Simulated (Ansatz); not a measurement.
According to the program Ansatz at the r²SCAN level (PAW), Sb in the cubic phase (I4_132; Sb on 8a) relaxes to a = 8.010 Å. Sb has 3 nearest neighbours from 2.83 Å (trigonal planar).

Electronic character: metallic (no gap). Gap from r²SCAN with spin–orbit coupling: none (metallic).

An equation-of-state fit gives a bulk modulus of 208 kbar.

The start of the workflow was typed in or built on a structure type; neither database checked (COD, Materials Project) lists it. It is not the phase usual at ambient conditions (space group No. 166). The r²SCAN relaxation kept the symmetry of its start; whether a distortion lowers the energy is not shown. The volume moved by 66 % from the start of the relaxation. Scalar-relativistic: spin–orbit coupling is off unless named, which matters more the heavier the elements.

Potentials: the earlier of the program's two PAW sets.
